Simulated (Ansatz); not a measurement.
Relaxed-ion elastic tensor of HfO$_{2}$ (rutile, P4_2/mnm) in GPa (Voigt order), r²SCAN in the plane-wave PAW code Ansatz; density 9.27 g/cm³, 12.57 Å³ per atom.

|  | 1 | 2 | 3 | 4 | 5 | 6 |
|---|---|---|---|---|---|---|
| 1 | 285 | 200 | 154 | 0.0 | 0.0 | 0.0 |
| 2 | 200 | 285 | 154 | 0.0 | 0.0 | 0.0 |
| 3 | 154 | 154 | 488 | 0.0 | 0.0 | 0.0 |
| 4 | 0.0 | 0.0 | 0.0 | 109 | 0.0 | 0.0 |
| 5 | 0.0 | 0.0 | 0.0 | 0.0 | 109 | 0.0 |
| 6 | 0.0 | 0.0 | 0.0 | 0.0 | 0.0 | 219 |

**Question.** Is the crystal mechanically stable?

**Answer.** Yes: the smallest eigenvalue of C is 85.0 GPa.

**Question.** Work out the Voigt, Reuss and Hill averages.

**Answer.** K_V = 230, K_R = 224, K_H = 227; G_V = 124, G_R = 93.1, G_H = 109 GPa.

**Question.** Give Young's modulus, Poisson's ratio, Pugh's ratio and the universal anisotropy index.

**Answer.** E = 9KG/(3K + G) = 281 GPa; ν = 0.29; K/G = 2.09 (ductile by the Pugh limit of 1.75); A_U = 5G_V/G_R + K_V/K_R − 6 = 1.70.

**Question.** Estimate the sound speeds and the Debye temperature.

**Answer.** v_l = √((K + 4G/3)/ρ) = 6330 m/s, v_t = √(G/ρ) = 3420 m/s, mean 3820 m/s; Θ = (h/k)(3n/4πV)^(1/3) v_m = 489 K.

**Question.** How much does each axis shrink under pressure?

**Answer.** Linear compressibilities β_i = Σ_j S_ij (j = 1 to 3): x 1.8, y 1.8, z 0.94 per TPa.

The first step of the workflow began from a Materials Project structure, measured or hypothetical; the Crystallography Open Database copy checked does not list it. It is not the phase usual at ambient conditions (space group No. 14, 29). The r²SCAN relaxation kept the symmetry of its start; of distortions, only those at the zone centre were tested. The run is not spin-polarised. Spin–orbit coupling is left out wherever it is not named.

Potentials: the earlier of the program's two PAW sets.
